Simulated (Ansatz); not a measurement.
TiCo (CsCl type, Pm-3m) at seven volumes, PBEsol in the plane-wave PAW code Ansatz, scaled uniformly. One row is withheld.

```
V (Å³/atom)  P (GPa)
-----------  -------
11.546         21.21
11.927         12.93
12.308          5.89
12.688         -0.01
13.069         -4.88
13.449         -9.05
13.830             ?
```

### Question
Fit the shown pressures and predict the withheld one.

### Answer
P = (3/2)B₀(x^(7/2) − x^(5/2))[1 + (3/4)(B′ − 4)(x − 1)] with x = (V₀/V)^(2/3). Least squares on the six rows gives V₀ = 12.690 Å³/atom, B₀ = 179 GPa, B′ = 4.78. At V = 13.830, x = 0.9443 and P = -12.54 GPa. The run itself gave -12.73 GPa.

The PBEsol relaxation kept the symmetry of its start. Magnetic state: ferromagnetic, chosen from 3 collinear starts compared on coarse meshes (ties went to the first, and starts can fall back to one state), not a proven ground state.

Potentials: the later of the program's two PAW sets.
